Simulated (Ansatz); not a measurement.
An Ansatz (a first-principles code) input:

Ansatz 0.2 input:
```yaml
crystal:
  lattice:
    - [2.8920801824, 0.0, 0.0]
    - [-1.4460400912, 2.5046149078, 0.0]
    - [0.0, 0.0, 10.3926351004]
  atoms:
    - { symbol: Li, position: [0.0, 0.0, 0.0] }
    - { symbol: Li, position: [0.0, 0.0, 0.5] }
    - { symbol: Nb, position: [0.3333333333, 0.6666666667, 0.75] }
    - { symbol: Nb, position: [0.6666666667, 0.3333333333, 0.25] }
    - { symbol: O, position: [0.3333333333, 0.6666666667, 0.1233807048] }
    - { symbol: O, position: [0.6666666667, 0.3333333333, 0.8766192952] }
    - { symbol: O, position: [0.6666666667, 0.3333333333, 0.6233807048] }
    - { symbol: O, position: [0.3333333333, 0.6666666667, 0.3766192952] }
kpoints:
  mp_grid: { grid: [9, 9, 3] }
basis: { xc_grid: 2 }
hamiltonian:
  xc: pbesol
  pseudopotentials: { kind: paw }
scf:
  occupations: { method: fixed }
output:
  optics: { e_range: [0.0, 15.0], de: 0.05, sigma: 0.1, bands: { spectra_wanted_up_to: 12 eV } }
```

**Question.** How many symmetry operations and irreducible k-points will the run report?

**Answer.** 24 operations, 24 of 243 k-points.

**Question.** With a cutoff of 420 eV, how many plane waves at Γ?

**Answer.** 1463.

It took around 2.4 core-minutes (rough) on shared server cores.

Space group P6_3/mmc. The workflow started from a Materials Project entry (that database holds measured and hypothetical structures alike); the Crystallography Open Database files this formula in space group No. 194, but the cells were not matched. Whether it is the stable phase at ambient conditions was not checked. Symmetry was held in the PBEsol relaxation; its stability against distortions is not shown here. No spin polarisation was allowed. Scalar-relativistic: spin–orbit coupling is off unless named, which matters more the heavier the elements.

Potentials: the later of the program's two PAW sets.

Ansatz is a plane-wave DFT program.
